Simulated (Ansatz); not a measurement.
A crystal relaxed with r2SCAN in the PAW code Ansatz has space group R-3m:H (No. 166) and a = 3.997 Å, c = 19.238 Å.

| atom | site | x | y | z |
| --- | --- | --- | --- | --- |
| Xx | 3a | 0.0000 | 0.0000 | 0.0000 |
| I | 3b | 0.6667 | 0.3333 | 0.8333 |
| Na | 6c | 0.3333 | 0.6667 | 0.9395 |

With r2SCAN the gap is 2.51 eV and direct, at Γ. With PBE the gap is 1.94 eV and direct, at Γ. Meshes: r2SCAN 8×8×8, PBE 8×8×8. r2SCAN's ε∞ is 2.9 along x and y, 2.6 along z.

**Question.** Which element is Xx?
A. F
B. H
C. Br
D. Cl

**Answer.** A. Xx is F: Na2IF, ordered on the rocksalt lattice (R-3m) with 4 atoms a cell. F is surrounded by 6 Na at 2.58 Å; I is surrounded by 6 Na at 3.08 Å; Na is surrounded by 3 F at 2.58 Å and 3 I at 3.08 Å.

Values at 0 K without nuclear motion; spin polarisation is off, and the phase may be a hypothetical one.

Spin-orbit coupling is left out, which matters wherever the heavy atoms make up the band edges.
